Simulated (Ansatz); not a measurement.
InAs (zinc blende, F-43m) under volume change, DFT-PBEsol in the program Ansatz with PAW potentials, scaled uniformly.

```csv
V (Å³/atom),E − E(relaxed) (meV/atom),P (GPa)
25.658,?,?
26.503,19.9,4.00
27.349,4.7,1.83
28.195,0.0,0.00
29.041,4.1,-1.53
29.887,?,?
30.733,33.6,-3.90
```

### Question
Some entries are withheld; supply them.

### Answer

- 25.658, E − E(relaxed) (meV/atom): 47.6
- 25.658, P (GPa): 6.56
- 29.887, E − E(relaxed) (meV/atom): 15.7
- 29.887, P (GPa): -2.82

### Question
What does a third-order Birch–Murnaghan fit give for V₀, B₀ and B′?

### Answer
V₀ = 28.20 Å³/atom, B₀ = 55.6 GPa, B′ = 4.7.

Symmetry was held in the PBEsol relaxation; phonons on a q-mesh show no instability.

Potentials: the earlier of the program's two PAW sets.
